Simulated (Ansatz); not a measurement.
NbCuN₂ in space group R-3m (No. 166; Nb on 3b, Cu on 3a, N on 6c) at seven volumes, PBEsol in the plane-wave PAW code Ansatz, shape and atoms relaxed at each. One row is withheld.

| V (Å³/atom) | P (GPa) |
|---|---|
| 11.069 | 23.81 |
| 11.434 | 14.65 |
| 11.799 | 6.77 |
| 12.164 | 0.00 |
| 12.529 | ? |
| 12.894 | -10.80 |
| 13.259 | -15.08 |

Q: Fit the shown pressures and predict the withheld one.

A: Third-order Birch–Murnaghan: P = (3/2)B₀(x^(7/2) − x^(5/2))[1 + (3/4)(B′ − 4)(x − 1)] with x = (V₀/V)^(2/3). Least squares on the six rows gives V₀ = 12.165 Å³/atom, B₀ = 208.5 GPa, B′ = 4.05. At V = 12.529, x = 0.9805 and P = -5.79 GPa. The run itself gave -5.81 GPa.

The start of the workflow was typed in or built on a structure type; neither database checked (COD, Materials Project) lists it. Its standing as an ambient phase is unchecked. Symmetry was held in the PBEsol relaxation; whether a distortion lowers the energy is not shown. The workflow began spin-polarised and lost its moments.

Potentials: the earlier of the program's two PAW sets. The files were generated under PBE; for other functionals the program regenerates the frozen cores, and for LDA and PBEsol the local potential too.
